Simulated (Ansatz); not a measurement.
The calculation used Ansatz 0.2.0, DFT PBEsol, scalar-relativistic, plane waves, PAW.

Structure of CoSn3:

```xyz
16
Lattice="8.3787 -3.0981 0.0000 8.3787 3.0981 0.0000 0.0000 0.0000 6.2138" Properties=species:S:1:pos:R:3 pbc="T T T"
Co    7.0419    0.0000    0.0000
Co   15.4205    0.0000    3.1069
Co    9.7155    0.0000    0.0000
Co    1.3368    0.0000    3.1069
Sn    8.3787   -2.0847    1.0155
Sn    8.3787    1.0134    2.0914
Sn    8.3787   -1.0134    4.1224
Sn    8.3787    2.0847    5.1983
Sn    5.6107    1.9678    1.1283
Sn    5.6107   -1.1303    1.9786
Sn    5.6107    1.1303    4.2352
Sn    5.6107   -1.9678    5.0855
Sn   11.1466    1.9678    1.1283
Sn   11.1466   -1.1303    1.9786
Sn   11.1466    1.1303    4.2352
Sn   11.1466   -1.9678    5.0855
```

Cutoff 420 eV; k points 6×6×6 on the computed 16-atom cell (Γ-centred); Gaussian smearing, width 0.10 eV; no spin polarisation.

Levels along Γ–Y–F0 | Δ0–Γ–Z–B0 | G0–T–Y | Γ–S–R–Z–T, in eV from the Fermi level, sorted by energy at each point. Points in fractions of the primitive reciprocal vectors: Γ (0.000 0.000 0.000), Y (0.500 0.500 0.000), F0 (0.284 0.716 0.000), Δ0 (-0.284 0.284 0.000), Z (0.000 0.000 0.500), B0 (-0.284 0.284 0.500), G0 (0.284 0.716 0.500), T (0.500 0.500 0.500), S (0.000 0.500 0.000), R (0.000 0.500 0.500).
| point | k (1/Å, with 2π) | band 115 | band 116 | band 117 | band 118 | band 119 | band 120 | band 121 |
| --- | --- | --- | --- | --- | --- | --- | --- | --- |
| Γ | 0.000 | -0.76 | -0.37 | -0.36 | -0.25 | -0.23 | 0.09 | 0.14 |
| - | 0.075 | -0.76 | -0.43 | -0.34 | -0.23 | -0.10 | 0.17 | 0.18 |
| - | 0.150 | -0.76 | -0.47 | -0.27 | -0.20 | 0.20 | 0.26 | 0.42 |
| - | 0.225 | -0.76 | -0.46 | -0.16 | -0.13 | 0.32 | 0.41 | 0.53 |
| - | 0.300 | -0.76 | -0.42 | -0.03 | -0.01 | 0.20 | 0.36 | 0.64 |
| Y | 0.375 | -0.76 | -0.40 | 0.03 | 0.08 | 0.11 | 0.37 | 0.64 |
| - | 0.463 | -0.76 | -0.41 | -0.07 | -0.05 | 0.09 | 0.45 | 0.56 |
| - | 0.550 | -0.57 | -0.46 | -0.28 | -0.19 | 0.07 | 0.12 | 0.65 |
| - | 0.638 | -0.60 | -0.58 | -0.37 | -0.29 | 0.06 | 0.26 | 0.66 |
| - | 0.725 | -0.62 | -0.41 | -0.39 | -0.35 | 0.06 | 0.33 | 0.61 |
| F0 | 0.813 | -0.49 | -0.45 | -0.40 | -0.08 | -0.07 | 0.18 | 0.68 |
| Δ0 | 0.813 | -0.49 | -0.45 | -0.40 | -0.08 | -0.07 | 0.18 | 0.68 |
| - | 0.928 | -0.55 | -0.51 | -0.34 | -0.26 | 0.04 | 0.12 | 0.16 |
| - | 1.043 | -0.66 | -0.47 | -0.30 | 0.14 | 0.17 | 0.18 | 0.35 |
| - | 1.159 | -0.73 | -0.63 | 0.00 | 0.00 | 0.17 | 0.19 | 0.71 |
| - | 1.274 | -0.76 | -0.59 | -0.23 | -0.18 | 0.02 | 0.16 | 0.25 |
| Γ | 1.389 | -0.76 | -0.37 | -0.36 | -0.25 | -0.23 | 0.09 | 0.14 |
| - | 1.490 | -0.76 | -0.51 | -0.33 | -0.27 | 0.04 | 0.09 | 0.16 |
| - | 1.591 | -0.70 | -0.67 | -0.21 | -0.07 | 0.10 | 0.17 | 0.19 |
| - | 1.692 | -0.67 | -0.50 | -0.15 | -0.01 | 0.04 | 0.18 | 0.20 |
| - | 1.794 | -0.64 | -0.49 | -0.22 | -0.22 | 0.07 | 0.15 | 0.20 |
| Z | 1.895 | -0.60 | -0.60 | -0.27 | -0.27 | 0.10 | 0.10 | 0.20 |
| - | 2.010 | -0.65 | -0.65 | -0.50 | -0.50 | 0.33 | 0.33 | 0.43 |
| - | 2.125 | -0.63 | -0.63 | -0.62 | -0.62 | 0.54 | 0.54 | 0.92 |
| - | 2.240 | -0.55 | -0.55 | -0.36 | -0.36 | 0.59 | 0.59 | 1.24 |
| - | 2.356 | -0.35 | -0.35 | -0.14 | -0.14 | 0.64 | 0.64 | 1.04 |
| B0 | 2.471 | -0.26 | -0.26 | -0.08 | -0.08 | 0.95 | 0.95 | 1.17 |
| G0 | 2.471 | -0.26 | -0.26 | -0.08 | -0.08 | 0.95 | 0.95 | 1.17 |
| - | 2.558 | -0.31 | -0.31 | -0.22 | -0.22 | 0.73 | 0.73 | 1.31 |
| - | 2.646 | -0.49 | -0.49 | -0.38 | -0.38 | 0.39 | 0.39 | 1.52 |
| - | 2.733 | -0.51 | -0.51 | -0.45 | -0.45 | 0.15 | 0.15 | 1.79 |
| - | 2.821 | -0.49 | -0.49 | -0.38 | -0.38 | 0.03 | 0.03 | 2.06 |
| T | 2.909 | -0.51 | -0.51 | -0.34 | -0.34 | -0.01 | -0.01 | 2.19 |
| - | 3.010 | -0.60 | -0.44 | -0.44 | -0.36 | 0.12 | 0.73 | 1.46 |
| - | 3.111 | -0.65 | -0.53 | -0.40 | -0.32 | 0.30 | 0.86 | 1.26 |
| - | 3.212 | -0.50 | -0.47 | -0.34 | -0.20 | 0.05 | 0.50 | 0.74 |
| - | 3.313 | -0.70 | -0.41 | -0.14 | -0.05 | 0.20 | 0.36 | 0.61 |
| Y | 3.414 | -0.76 | -0.40 | 0.03 | 0.08 | 0.11 | 0.37 | 0.64 |
| Γ | 3.414 | -0.76 | -0.37 | -0.36 | -0.25 | -0.23 | 0.09 | 0.14 |
| - | 3.522 | -0.76 | -0.56 | -0.28 | -0.20 | 0.03 | 0.17 | 0.23 |
| - | 3.630 | -0.69 | -0.67 | -0.13 | -0.10 | 0.25 | 0.32 | 0.55 |
| - | 3.739 | -0.67 | -0.53 | -0.24 | -0.17 | 0.24 | 0.64 | 0.71 |
| - | 3.847 | -0.58 | -0.53 | -0.31 | -0.29 | 0.00 | 0.68 | 0.93 |
| S | 3.955 | -0.47 | -0.47 | -0.40 | -0.40 | 0.24 | 0.24 | 1.00 |
| - | 4.056 | -0.49 | -0.49 | -0.40 | -0.40 | 0.31 | 0.31 | 0.93 |
| - | 4.157 | -0.62 | -0.62 | -0.32 | -0.32 | 0.55 | 0.55 | 0.82 |
| - | 4.258 | -0.62 | -0.62 | -0.17 | -0.17 | 0.68 | 0.68 | 0.99 |
| - | 4.359 | -0.45 | -0.45 | -0.07 | -0.07 | 0.69 | 0.69 | 1.25 |
| R | 4.460 | -0.31 | -0.31 | -0.14 | -0.14 | 0.76 | 0.76 | 1.17 |
| - | 4.569 | -0.44 | -0.44 | -0.17 | -0.17 | 0.68 | 0.68 | 1.20 |
| - | 4.677 | -0.62 | -0.62 | -0.34 | -0.34 | 0.62 | 0.62 | 1.20 |
| - | 4.785 | -0.69 | -0.69 | -0.52 | -0.52 | 0.53 | 0.53 | 0.82 |
| - | 4.893 | -0.64 | -0.64 | -0.46 | -0.46 | 0.29 | 0.29 | 0.43 |
| Z | 5.001 | -0.60 | -0.60 | -0.27 | -0.27 | 0.10 | 0.10 | 0.20 |
| - | 5.076 | -0.57 | -0.57 | -0.32 | -0.32 | 0.12 | 0.12 | 0.42 |
| - | 5.151 | -0.51 | -0.51 | -0.39 | -0.39 | 0.20 | 0.20 | 0.80 |
| - | 5.226 | -0.49 | -0.49 | -0.41 | -0.41 | 0.15 | 0.15 | 1.28 |
| - | 5.301 | -0.50 | -0.50 | -0.37 | -0.37 | 0.04 | 0.04 | 1.84 |
| T | 5.376 | -0.51 | -0.51 | -0.34 | -0.34 | -0.01 | -0.01 | 2.19 |

A ferromagnetic start lost its moments in a first run, so spin was left out; other magnetic orders weren't tried.

Cost: 1 run of about 7.8 core-minutes, on Intel Xeon 6975P-C (Granite Rapids) (shared hosts).